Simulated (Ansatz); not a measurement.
Be2Ag (cubic Laves (MgCu2 type), Fd-3m) at seven volumes, plane-wave PAW r²SCAN (Ansatz code), scaled uniformly. One row is withheld.

```tsv
V (Å³/atom)	P (GPa)
9.850	15.41
10.174	9.42
10.499	?
10.824	0.01
11.149	-3.67
11.473	-6.81
11.798	-9.48
```

### Question
Fit the shown pressures and predict the withheld one.

### Answer
P = (3/2)B₀(x^(7/2) − x^(5/2))[1 + (3/4)(B′ − 4)(x − 1)] with x = (V₀/V)^(2/3). Least squares on the six rows gives V₀ = 10.825 Å³/atom, B₀ = 133 GPa, B′ = 4.37. At V = 10.499, x = 1.0206 and P = 4.35 GPa. The run itself gave 4.34 GPa.

The workflow started from an entry of the Crystallography Open Database (COD). Whether it is the stable phase at ambient conditions was not checked. Symmetry was held in the r²SCAN relaxation; whether a distortion lowers the energy is not shown. No spin polarisation was allowed.

Potentials: the later of the program's two PAW sets.
